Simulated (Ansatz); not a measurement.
## Contact hyperfine fields in Mg2Al3MoS8

Cell: a computed structure from the Materials Project (it need not be an observed phase).

Space group R-3m:H (No. 166); a = 7.2413, c = 18.0805 Å, γ = 120.00°.

```
site  Wyckoff  site symmetry       x       y       z
  Mg       6c             3m  0.0000  0.0000  0.1262
  Al       9e           .2/m  0.6667  0.8333  0.3333
  Mo       3b            -3m  0.0000  0.0000  0.5000
  S7      18h             .m  0.3038  0.1519  0.4101
  S9       6c             3m  0.0000  0.0000  0.7380
```

One atom of each set is listed; the run and its k-mesh use a cell of 14 atoms with edges of 7.33, 7.33, 7.33 Å.

The numbers come from a DFT calculation in Ansatz (r2SCAN, plane waves and PAW, scalar-relativistic, collinear spin, 500 eV cutoff, Γ-centred 5×5×5 k-points, Fermi–Dirac smearing 0.02 eV). Start moments as typed (μB): 2 on each Mo, none on the rest.

B_c = (2μ₀/3)μB(ρ↑ − ρ↓), with the spin density averaged over the Thomson radius around the nucleus, 7.77 T per e/Å³, positive along the up direction of the run. The valence column is what the valence and semicore waves of the PAW files give as listed; the rest comes from solving these waves and the inner shells again in each spin's potential.

**Question.** Give the site moments and the Fermi-contact fields.

**Answer.** The cell's net moment is 3.00 μB; the site moments, counted in spheres around the atoms, add up to 2.14 μB, and the difference lies between the spheres. One atom of each set is listed.

| site | m (μB) | B_c (T) | valence column (T) | rest (T) |
| --- | --- | --- | --- | --- |
| Mg | 0.01 | 1.5 | 1.4 | 0.0 |
| Al | 0.03 | 6.6 | 6.4 | 0.2 |
| Mo | 2.00 | -42.2 | -10.8 | -31.4 |
| S7 | 0.00 | -0.7 | -0.6 | -0.1 |
| S9 | 0.02 | 1.9 | 1.8 | 0.1 |

The program didn't check the stability of this electronic state in full, so a lower one may lie near. All moments on Mo are parallel here (one such atom a cell), as the cell imposes; many such compounds order antiparallel, where fields on atoms that lie between magnetic neighbours largely cancel. The magnetic order is the one that the run reached from its start moments, not necessarily the measured one. Spin–orbit coupling is left out, which matters on Mo. Semilocal functionals underestimate core polarisation, so for a given moment the contact field on a magnetic ion comes out too small, by up to a factor of two. Orbital and dipolar fields are left out; they are small for half-filled shells and for d³ or d⁸ ions in regular octahedra, but can rival the contact field on other open-shell ions. Fields under about 2 T can be off by more than a tenth.

Hardware: 1 thread of Arm Neoverse V1 (aarch64; 8 cores open to the job, memory cap 3.0 GiB, no GPU), a shared host with a load of 0.8 a core. Wall time 3.5 min, CPU time 3.5 min, peak memory 1.6 GiB.
